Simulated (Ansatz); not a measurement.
# Band structure of LuPb2

```
Lu Pb
1.0
    -1.85305    1.85305    6.56000
     1.85305   -1.85305    6.56000
     1.85305    1.85305   -6.56000
Lu Pb
1 2
Direct
  0.00000 0.00000 0.00000
  0.33300 0.33300 0.00000
  0.66700 0.66700 0.00000
```

Atoms are numbered in the order listed.

The conventional cell has a = 3.706 Å, b = 3.706 Å, c = 13.120 Å, α = 90.00°, β = 90.00°, γ = 90.00°. Lu (atom 1) is surrounded by 8 Pb at 3.42 Å and 4 Lu at 3.71 Å. Pb (atom 2) has 8 Pb at 3.41 to 3.71 Å and 4 Lu at 3.42 Å as nearest neighbours.

The cell comes from COD entry 1522501, which wasn't checked; take it as a given geometry.

Spin–orbit coupling is left out, though it moves levels of the heavy atoms by tenths of an eV or more.

Method: DFT, PBEsol, all-electron LAPW, scalar-relativistic in Ansatz 0.2.0.

Sampling and basis: a Γ-centred 12×12×12 k mesh, Fermi–Dirac smearing of 0.05 eV, basis error target 1 meV/atom, no spin polarisation.

Points in fractions of the reciprocal vectors of this cell: Γ (0, 0, 0), X (0, 0, 0.5), P (0.25, 0.25, 0.25), N (0, 0.5, 0), M (0.5, 0.5, -0.5), S (0.27, 0.73, -0.27), S0 (-0.27, 0.27, 0.27). The path runs Γ–X–P–N–Γ–M–S–S0–Γ. Energies are in eV from the Fermi level; (×n) counts levels within 4 meV of each other, which need not be degenerate by symmetry.

(1) Is there a gap?

(2) List the levels between -14 and 5 eV at the symmetry points.

## Answers

(1) none: with an odd electron count and no spin polarisation the bands can't all be full, a metal in this set-up (in compounds, spin order or a distortion in a larger cell can open a gap).

(2) 
Γ: -10.96, -7.84, -5.77, -5.76 (×3), -5.74, -5.73 (×2), -4.41, 0.07, 0.84 (×2), 1.74, 2.48, 3.99, 4.12 (×2), 4.58, 4.76 (×2)
X: -7.33, -6.99, -5.77 (×2), -5.76, -5.73 (×3), -5.71, -3.13, -2.85, -1.50, -1.22, -0.54, 0.93, 1.21, 2.70, 3.67
P: -7.33, -6.99, -5.77 (×2), -5.76, -5.73 (×3), -5.71, -3.01 (×2), -1.41, -0.88 (×2), 0.15, 2.69, 3.16 (×2), 3.41
N: -8.49, -8.42, -5.77 (×2), -5.75 (×3), -5.74, -5.71, -3.97, -3.18, -0.71, 0.44, 1.31, 1.61, 3.03, 4.02, 4.33
M: -10.63, -8.83, -5.78, -5.76 (×3), -5.74, -5.73 (×2), -1.70, -0.91, 0.07, 1.41, 1.65 (×2), 1.95 (×2), 3.99
S: -8.66, -8.27, -5.77, -5.77, -5.75 (×2), -5.75, -5.74, -5.71, -4.30, -2.74, -0.72, 0.89, 0.98, 1.58, 3.02, 4.21, 4.59, 4.84, 4.98
S0: -8.66, -8.27, -5.77, -5.77, -5.75 (×2), -5.75, -5.74, -5.71, -4.30, -2.74, -0.72, 0.89, 0.98, 1.58, 3.02, 4.21, 4.59, 4.84, 4.98
